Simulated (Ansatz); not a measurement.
BaZrO₃ (cubic perovskite, Pm-3m) at seven volumes, PBE (plane waves, PAW; program Ansatz), scaled uniformly. One row is withheld.

| V (Å³/atom) | P (GPa) |
|---|---|
| 13.748 | 17.37 |
| 14.201 | 10.61 |
| 14.654 | ? |
| 15.107 | 0.00 |
| 15.561 | -4.14 |
| 16.014 | -7.66 |
| 16.467 | -10.65 |

Q: Fit the shown pressures and predict the withheld one.

A: P = (3/2)B₀(x^(7/2) − x^(5/2))[1 + (3/4)(B′ − 4)(x − 1)] with x = (V₀/V)^(2/3). Least squares on the six rows gives V₀ = 15.107 Å³/atom, B₀ = 149 GPa, B′ = 4.42. At V = 14.654, x = 1.0205 and P = 4.85 GPa. The run itself gave 4.88 GPa.

The PBE relaxation kept the symmetry of its start. No spin polarisation was allowed. Scalar-relativistic: spin–orbit coupling is off unless named, which matters more the heavier the elements.

Potentials: the later of the program's two PAW sets.
